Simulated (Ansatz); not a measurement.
**Cr (diamond): energy against volume**

Computed with DFT, r2SCAN, plane waves (500 eV) with PAW, scalar-relativistic (Ansatz 0.2.0). (PAW data from PBE, frozen cores regenerated.)

The cell is scaled uniformly from the relaxed one, with fractional coordinates and shape fixed. Energies are extrapolated to zero smearing, pressures are those at the given smearing. Magnetic state: spin not included. It is not the lowest magnetic state of this structure.

A Birch-Murnaghan fit gives V₀ = 16.00 Å³/atom, B₀ = 107 GPa, B₀′ = 3.7.

What are the energy above the minimum and the pressure at 14.128 Å³/atom?

88.7 meV/atom and 17.20 GPa as computed.

What are the energy above the minimum and the pressure at 15.413 Å³/atom?

7.6 meV/atom and 4.66 GPa as computed.

What are the energy above the minimum and the pressure at 16.697 Å³/atom?

9.5 meV/atom and -3.85 GPa as computed.
